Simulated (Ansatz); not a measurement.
Pt (fcc, Cu type)

```xyz
2
Lattice="0.0000 3.9703 3.9703 1.9851 0.0000 1.9851 1.9851 1.9851 0.0000" Properties=species:S:1:pos:R:3 pbc="T T T"
Pt     0.0000     0.0000     0.0000
Pt     1.9851     1.9851     3.9703
```

The atoms are displaced by Q × the pattern below (from a DFPT mode at L = (0.5, 0.0, 0.0), largest move 1; Q in Å), at fixed cell. It is one choice among 2 degenerate patterns. (q is in reciprocal vectors of the primitive cell; the cell shown is doubled to hold the pattern.)

| atom | x | y | z |
|---|---|---|---|
| Pt1 | 0.285 | -0.520 | 0.805 |
| Pt2 | -0.285 | 0.520 | -0.805 |

Computed with PBE (plane waves to 420 eV, PAW, scalar-relativistic; Ansatz, an electronic-structure program). k mesh 10×20×20 (Γ-centred), Fermi-Dirac smearing 0.05 eV. E stands for the smeared free energy. With partly filled bands, energies and forces of such displacements shift with the k mesh and the smearing. Pt is run without spin polarisation. Pt was relaxed with its symmetry unable to fall. Spin-orbit coupling is left out, though Pt is heavy. The zero of ΔE is the undisplaced structure.

The scan covers Q from -0.280 to 0.280 Å in 13 points.

Q: Which space group does the distorted structure have?

A: P-1 (No. 2), lowered from Fm-3m.

Q: What is the energy change at Q = 0.280 Å?

A: 281 meV/cell.

Q: What harmonic wavenumber does the curvature at Q = 0 give?

A: 90 cm⁻¹.

(A displaced cell: forces are minus the slopes of the energy, force constants its curvatures, and phonons follow from these.)
